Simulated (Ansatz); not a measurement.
Total density of states per atom from PBE in the plane-wave PAW code Ansatz, in 0.25 eV bins, energy from the Fermi level:

| E (eV) | states/eV/atom |
|---|---|
| -7.85 | 0.04 |
| -7.60 | 0.06 |
| -7.35 | 0.08 |
| -7.10 | 0.10 |
| -6.85 | 0.12 |
| -6.60 | 0.18 |
| -6.35 | 0.98 |
| -6.10 | 1.84 |
| -5.85 | 2.22 |
| -5.60 | 3.02 |
| -5.35 | 1.67 |
| -5.10 | 1.78 |
| -4.85 | 1.98 |
| -4.60 | 1.69 |
| -4.35 | 1.84 |
| -4.10 | 1.79 |
| -3.85 | 1.60 |
| -3.60 | 0.88 |
| -3.35 | 0.36 |
| -3.10 | 0.38 |
| -2.85 | 0.52 |
| -2.60 | 0.56 |
| -2.35 | 0.59 |
| -2.10 | 0.67 |
| -1.85 | 0.74 |
| -1.60 | 0.94 |
| -1.35 | 0.82 |
| -1.10 | 0.79 |
| -0.85 | 0.84 |
| -0.60 | 1.19 |
| -0.35 | 1.13 |
| -0.10 | 0.69 |
| 0.15 | 0.55 |
| 0.40 | 0.58 |
| 0.65 | 0.58 |
| 0.90 | 0.57 |
| 1.15 | 0.62 |
| 1.40 | 0.63 |
| 1.65 | 0.49 |
| 1.90 | 0.46 |
| 2.15 | 0.69 |
| 2.40 | 0.97 |
| 2.65 | 0.74 |
| 2.90 | 0.79 |
| 3.15 | 0.91 |
| 3.40 | 1.09 |
| 3.65 | 0.95 |
| 3.90 | 0.53 |
| 4.15 | 0.28 |
| 4.40 | 0.23 |

Problem. Which compound is it?
A) TaAs, I4_1md (Ta on 4a, As on 4a)
B) TaAg, Cmcm (Ta on 4c, Ag on 4c)
C) MoPd, Cmcm (Mo on 4c, Pd on 4c)
D) TaGa3, Cu3Au type

Solution. B, TaAg, Cmcm (Ta on 4c, Ag on 4c). Within 0.5 eV of the Fermi level: Ta 5d 76 %, Ag 4d 6 %, outside the projected shells 8 %. Projections are on Löwdin-orthogonalised atomic valence shells; empty p or d shells of many metals are not among them.

The start of the workflow was typed in or built on a structure type; neither database checked (COD, Materials Project) lists it. Its standing as an ambient phase is unchecked. The PBE relaxation kept the symmetry of its start; whether a distortion lowers the energy is not shown. The run is not spin-polarised. Its formation energy is positive at this level, so the cell may be metastable or incomplete. Scalar-relativistic: spin–orbit coupling is off unless named, which matters more the heavier the elements.

Potentials: the earlier of the program's two PAW sets.
